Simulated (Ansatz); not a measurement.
# Ansatz run, Lu2Hg

input.yaml (Ansatz 0.2.0)

```yaml
crystal:
  lattice:
    - [1.182884, -3.637307, 0.0]
    - [0.0, 2.010994, -3.253481]
    - [6.183702, 0.0, 0.0]
  atoms:
    - { symbol: Hg, position: [0.0, 0.0, 0.0] }
    - { symbol: Lu, position: [0.5, 0.75, 0.75] }
    - { symbol: Lu, position: [0.5, 0.25, 0.25] }
  symmetry: { tolerance: 0.0003 }
kpoints:
  mp_grid: { grid: [11, 11, 11], shift: [0, 0, 0] }
magnetization:
  spin_polarized: false
scf:
  occupations: { method: fermi_dirac }
  lower_state_search: "off"
  max_iter: 200
hamiltonian:
  pseudopotentials: { kind: paw }
  xc: r2scan
basis:
  ecutwfc: 500
  fft_grid_basis: typed
output:
  forces: true
  stress: true
  eigenvalues: true
  bader: true
  populations: true
  elf: true
  write_potential: true
  volumetric_format: npy
  dos:
    e_range: [-12, 8]
    de: 0.05
    projected: { site_lists: { Hg: [Hg], Lu: [Lu] } }
checkpoint:
  read: saved_state
```

The run starts from an earlier solution of this cell. 

Parts of the output:

```
Warning: crystal.lattice misses the space group found at crystal.symmetry.tolerance 3.0e-4 in a digit that the deck types, which is why this is a warning: making the lattice exact moves one of its numbers by a whole unit of that number's last typed decimal, or more. The operation that it misses by the most changes a squared length by the fraction 2.70e-6.
Lu: projections on atomic orbitals take those of the free atom [Kr 4d10] 4f14 5s2 5p6 5d1 6s2, of charge +0.00 (hamiltonian.pseudopotentials.projection_atoms); the dataset's partial waves leave at most 5.1e-5 of an orbital's norm unspanned inside its sphere
Pseudopotentials: kind: paw
Pseudopotential: Hg, paw, valence charge 20, recommended cutoff 500 eV (meta_gga), Hg.paw.azcp
Pseudopotential: Lu, paw, valence charge 25, recommended cutoff 500 eV (meta_gga), Lu.paw.azcp
Functional definition: r2SCAN
  exchange = r2scan_x(k0 = k0, k1 = k1, a1 = a1)
  correlation = r2scan_c
Crystal: 3 atoms, lattice volume = 73.177 Å³
Basis set: ecut = 500 eV, 1833 PW (Γ), exchange–correlation on 120×120×192 points (64 copies of the dense FFT grid, shifted against one another)
Bands: 42, of which v1, the nominal top of the filled ones, is band 35 counted from 1 (34 counted from 0)
Symmetry: 12 space group operations
Space group: R-3m (ITA 166), of the structure as read, at distance tolerance 1.3e-3 Å
k-points: 146 of 1331
Initial density: read from a saved state, or passed on in memory by an earlier SCF of this step, an earlier step, the calling program or the single point that the run made first
Functional: x = r2scan, c = r2scan; τ floored in thin density (d = 2e-4 eV/Å³)
SCF iter   1: F=-43313.7137 eV  Δρ=1.62e-3  dr2=7.32e-3  dr2_τ=4.93e-4
SCF iter   2: F=-43313.7159 eV  Δρ=1.09e-3  dr2=3.97e-3  dr2_τ=5.52e-5
SCF iter   3: F=-43313.7175 eV  Δρ=4.60e-4  dr2=5.33e-4  dr2_τ=7.83e-6
SCF iter   4: F=-43313.7183 eV  Δρ=3.39e-4  dr2=4.93e-5  dr2_τ=1.05e-5
SCF iter   5: F=-43313.7183 eV  Δρ=1.07e-4  dr2=2.58e-5  dr2_τ=1.56e-6
SCF iter   6: F=-43313.7183 eV  Δρ=6.00e-5  dr2=4.39e-6  dr2_τ=2.10e-7
SCF iter   7: F=-43313.7183 eV  Δρ=3.14e-5  dr2=1.03e-6  dr2_τ=4.06e-8
SCF iter   8: F=-43313.7183 eV  Δρ=1.17e-5  dr2=1.57e-7  dr2_τ=2.99e-9
SCF iter   9: F=-43313.7183 eV  Δρ=4.31e-6  dr2=1.51e-8  dr2_τ=5.13e-10
Free energy (F): -43313.7183 eV
Harris-Foulkes:  -43313.7183 eV  (|F-HF|=3.37e-9)
Internal energy: -43313.6288 eV  (E = F + TS)
E sigma→0 (E₀):  -43313.6736 eV
Entropy (-TS):   -0.0895 eV (-29.831 meV/atom)
Fermi energy:    16.3307 eV
--- Per-component energies (eV) ---
  E_band       = -336.6696
  E_kinetic    = 1458.8771
  E_local      = -16527.0362  (includes V_loc(G=0)·N_el)
  E_nonlocal   = 1209.1760
  E_hartree    = 7045.6178
  E_xc         = -644.2870
  E_vxc        = -884.7256  (∫ρ·V_xc dr)
  E_paw        = -24738.3441  (= ΣΔE_a)
  E_vpaw       = 263.1069  (= ΣTr[D̂ρ^β])
  E_aug_tail   = 0.0004  (compensation charges beyond the density's cutoff)
  E_vtau       = 52.6960  (kinetic-family band-sum trace: ∫τ·v_τ [+ j·A + Jᵃ·Aᵃ] dr)
  E_ewald      = -11118.8388
  E_core_change = 1.2061  (= ΣΔE_core)
  E_smearing   = -0.0895  (= −TS)
--- Stress (GPa, compression-positive) ---
       24.6193      -0.0912      -0.0564
       -0.0912      24.8700      -0.0183
       -0.0564      -0.0183      24.8884
  P = ⅓ Tr σ = 24.7926 GPa (247.926 kbar)
--- Löwdin populations: 3 sites ---
  site symbol       q [e]
     0     Hg     18.7813
     1     Lu     25.2782
     2     Lu     25.2782
  spilling = 0.0095 (of n_electrons = 70.0000)
--- Bader charges: 3 sites ---
  site symbol  charge [e]  shift [e]
     0     Hg     -2.3195     0.0004
     1     Lu      1.1597     0.0002
     2     Lu      1.1597     0.0002
```

Absolute energies hang on the potentials; compare differences alone.

Origin: a known structure type with other elements, at an estimated volume, so it need not be a known compound. Caveats: atoms or cell far from equilibrium.
